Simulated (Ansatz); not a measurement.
Space group Pnnm (No. 58). a = 4.977 Å, b = 6.097 Å, c = 3.719 Å, α = 90.00°, β = 90.00°, γ = 90.00°
```json
{"atom": "Cu", "site": "2a", "symmetry": "..2/m", "x": "0.0000", "y": "0.0000", "z": "0.0000"}
{"atom": "Se", "site": "4g", "symmetry": "..m", "x": "0.8109", "y": "0.6171", "z": "0.0000"}
```

Equation of state of this CuSe₂ structure (not necessarily the ground state), with shape and atoms relaxed at each volume where symmetry leaves them free. It has no gap at any of these volumes. These are results of DFT PBEsol, scalar-relativistic, plane waves, PAW in Ansatz, not measurements.

Plane waves to 420 eV, a k mesh through Γ of 8×6×10 on the computed 6-atom cell and Gaussian smearing (0.10 eV); no spin polarisation.

```
V (Å³/atom) E − E(largest V) (meV/atom) P (GPa)
     17.677                         3.97     5.74
     18.241                       -10.51     2.62
     18.805                       -14.94     0.01
     19.369                       -10.98    -2.17
     19.933                         0.00    -3.98
```

Fit a third-order Birch–Murnaghan equation to E(V).

V0 = 18.80 Å³/atom, B0 = 79 GPa, B0' = 5.0.